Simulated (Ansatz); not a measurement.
ZrSi₂ (fluorite, space group No. 225) at seven volumes, DFT-PBE in the program Ansatz with PAW potentials, scaled uniformly. One row is withheld.

```csv
V (Å³/atom),P (GPa)
18.866,9.23
19.488,5.67
20.110,2.63
20.732,0.00
21.354,-2.29
21.976,?
22.598,-5.86
```

Task: Fit the shown pressures and predict the withheld one.

Result: P = (3/2)B₀(x^(7/2) − x^(5/2))[1 + (3/4)(B′ − 4)(x − 1)] with x = (V₀/V)^(2/3). Least squares on the six rows gives V₀ = 20.730 Å³/atom, B₀ = 81.0 GPa, B′ = 4.04. At V = 21.976, x = 0.9618 and P = -4.20 GPa. The run itself gave -4.20 GPa.

Space group Fm-3m (fluorite). The cell is a constructed one: a structure type filled with these elements; neither database checked (COD, Materials Project) lists it. COD files the formula under space group No. 63, so this cell is another polymorph or a model. Whether it is the stable phase at ambient conditions was not checked. The cell was relaxed with PBE under the symmetry of its start; whether a distortion lowers the energy is not shown. No spin polarisation was allowed.

Potentials: the later of the program's two PAW sets.
